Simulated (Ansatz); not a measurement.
## NaAg2, a strained cell with displaced atoms

```
CELL_PARAMETERS angstrom
-0.00007 4.00382 3.99975
3.99791 0.00188 3.99780
3.99927 4.00324 0.00052
ATOMIC_POSITIONS crystal
Ag 0.62723 0.60783 0.61701
Ag 0.16625 0.61326 0.58420
Ag 0.63308 0.63170 0.10934
Ag 0.62084 0.13977 0.61764
Na 0.99655 0.02038 0.99172
Na 0.26810 0.26398 0.22951
```

The numbers come from plane-wave PAW DFT (Ansatz): r2SCAN, no spin polarisation, 500 eV, 4×4×4 (shifted by 0.5, 0, 0.5 steps) k points, gaussian occupations (width 0.2054 eV). Nothing was relaxed.

(1) How is the charge shared?

(2) What do density and ELF say about some of the short contacts?

(3) What does the stress say?

(4) Is there a gap?

Origin: a strained cell with displaced atoms, so it need not be a known compound. Caveats: the k mesh is coarse if the cell is a metal; atoms or cell far from equilibrium; wide smearing.

Answers

(1) Bader charges in e: Na +0.79, Ag -0.39. In the mean Na gives up most and Ag takes most.

(2) Ag–Ag at 2.63 Å: least valence density 0.34 e/Å³ and ELF 0.18 there. Na–Ag at 3.15 Å: least valence density 0.06 e/Å³ and ELF 0.04 there. Na–Na at 3.37 Å: least valence density 0.03 e/Å³ and ELF 0.08 there, so no covalent bond. Both are smooth PAW fields, read partly inside the augmentation spheres.

(3) The pressure is -0.1 GPa (compression positive), so with the atoms held at these fractions the cell is close to zero pressure; the forces are large, so a full relaxation may end otherwise. The principal stresses -0.9, -0.6, 1.4 GPa differ, so its shape would change too.

(4) It is a metal, with about 2 states/eV a cell as the mean within 0.25 eV of the Fermi level, mostly Ag s (43 %) and Na s (29 %).
